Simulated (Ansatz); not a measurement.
Question: Name crystals whose computed values (plane-wave PAW PBEsol (Ansatz code)) fall in these windows: B₀ by P(V) fit (GPa) 250 to 330; G_Hill (GPa) 150 to 190; Θ_D (K) 370 to 440.

Answer: 

```csv
crystal,B₀ by P(V) fit (GPa),G_Hill (GPa),Θ_D (K)
"ZrIr3, Cu3Au type",298,167,404
"MoPt, Pmma (Mo on 2e, Pt on 2f)",304,157,419
```
Others may fit too.

Standing as an ambient phase not checked: ZrIr3, Cu3Au type; MoPt, Pmma (Mo on 2e, Pt on 2f). Perhaps ordered models of mixed-site phases: MoPt, Pmma (Mo on 2e, Pt on 2f). All cells were relaxed under the symmetry of their starts (and spin orders); stability against distortions was not tested throughout. Rows with no word on spin ran without spin polarisation. Scalar-relativistic: spin–orbit coupling is off unless named, which matters more the heavier the elements.

Potentials: the later of the program's two PAW sets.
